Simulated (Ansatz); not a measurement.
CaO:
```xyz
2
Lattice="2.9032 0.0000 0.0000 0.0000 2.9032 0.0000 0.0000 0.0000 2.9032" Properties=species:S:1:pos:R:3 pbc="T T T"
Ca     0.0000     0.0000     0.0000
O      1.4516     1.4516     1.4516
```

Relaxed with r²SCAN. Special points in fractions of this cell's reciprocal vectors: Γ (0.000, 0.000, 0.000); X (0.000, 0.500, 0.000); M (0.500, 0.500, 0.000); R (0.500, 0.500, 0.500).

**Question.** List the band energies nearest the valence-band maximum at these points for plane-wave PAW r²SCAN (Ansatz code).

**Answer.** In eV from the valence-band maximum; about four levels below and three above (degenerate sets whole), none deeper than 8.9 eV; points with the same levels are listed once.

```tsv
k	below	above
Γ	-0.31 -0.31 -0.31	3.27 3.27 6.10
X	-3.79 -0.79 -0.79	4.27 7.80 8.80 8.80
M	-2.16 -2.16 0.00	4.47 5.36 7.20 7.20
R	-3.45 -3.45 -3.45	8.62 8.62 8.62
```

Space group Pm-3m (CsCl type). This is a known high-pressure phase of the composition, computed here at zero pressure and temperature. The cell was relaxed with r²SCAN under the symmetry of its start. At this level the phase is mechanically unstable.

Potentials: the earlier of the program's two PAW sets.
